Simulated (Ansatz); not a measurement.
KCl:
```cif
data_ClK
_chemical_formula_sum 'K1 Cl1'
_space_group_name_H-M_alt 'P 1'
_space_group_IT_number 1
_cell_length_a 4.44986
_cell_length_b 4.44986
_cell_length_c 4.44986
_cell_angle_alpha 60.000
_cell_angle_beta 60.000
_cell_angle_gamma 60.000
loop_
_space_group_symop_operation_xyz
  'x, y, z'
loop_
_atom_site_label
_atom_site_type_symbol
_atom_site_fract_x
_atom_site_fract_y
_atom_site_fract_z
_atom_site_occupancy
K1 K 0.00000 0.00000 0.00000 1
Cl1 Cl 0.50000 0.50000 0.50000 1
```

Relaxed with r²SCAN. Plane-wave PAW r²SCAN (Ansatz code) gives a gap of 5.83 eV.

Problem. What gap does HSE06 give on the same cell (Ansatz, PAW)?

Solution. 6.50 eV, 0.67 eV more. The hybrid was solved on a coarser mesh and at special points; its gap is the smallest among all of these.

| k | v1 r²SCAN | c1 r²SCAN | v1 HSE06 | c1 HSE06 |
|---|---|---|---|---|
| Γ | 0.00 | 5.83 | 0.00 | 6.50 |
| X | -0.23 | 7.02 | [?] | [?] |
| L | -0.32 | 8.11 | [?] | [?] |
| W | -0.48 | 8.58 | [?] | [?] |
| K | -0.29 | 7.79 | [?] | [?] |

Problem. Top valence (v1) and lowest conduction level (c1) in eV from each method's valence maximum (which need not be a listed point): supply the withheld HSE06 values.

Solution. 
- L, v1 HSE06: -0.34
- L, c1 HSE06: 8.90
- K, v1 HSE06: -0.31
- K, c1 HSE06: 8.66
- X, v1 HSE06: -0.24
- X, c1 HSE06: 7.89
- W, v1 HSE06: -0.50
- W, c1 HSE06: 9.46

Cost on shared cores: the r²SCAN run (SCF on a 8×8×8 mesh, then bands and DOS) around 15 core-seconds (rough), the HSE06 run (SCF on 6×6×6, then a few points) very roughly 110 core-seconds; the tasks are unlike.

Space group Fm-3m (rock salt). The r²SCAN relaxation kept the symmetry of its start; phonons on a q-mesh show no instability.

Potentials: the later of the program's two PAW sets.
